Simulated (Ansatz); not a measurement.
Values for one crystal, relaxed and computed with r²SCAN (plane waves, PAW; program Ansatz); other levels are named.

```yaml
volume_per_atom: 18.66 Å³
band_gap: 4.14 eV (indirect)
Gap with spin–orbit coupling: 4.12 eV
Bulk modulus (Birch–Murnaghan fit): 79.3 GPa
valence_band_maximum: off the standard path, at k = (-0.104, 0.104, 0.167) in fractions of the reciprocal vectors
HSE06 gap on the r²SCAN cell: 5.01 eV
smallest_direct_gap_on_the_standard_path: 4.23 eV
```

Question: Pick the material that matches.
A. HfO2, Pbca (Hf on 8c, O on 8c, O on 8c)
B. Al2O3, R-3 (Al on 3a, Al on 3b, Al on 6c, O on 18f)
C. In2O3, C2/c (In on 8f, O on 8f, O on 4e)
D. Ba2YHO3, I4mm (Pearson symbol tI14)

Answer: D, Ba2YHO3, I4mm (Pearson symbol tI14)

The start of the workflow was typed in or built on a structure type; neither database checked (COD, Materials Project) lists it. Its standing as an ambient phase is unchecked. Symmetry was held in the r²SCAN relaxation; whether a distortion lowers the energy is not shown. No spin polarisation was allowed. Scalar-relativistic: spin–orbit coupling is off unless named, which matters more the heavier the elements.

Potentials: the earlier of the program's two PAW sets. The files were generated under PBE; for other functionals the program regenerates the frozen cores, and for LDA and PBEsol the local potential too.
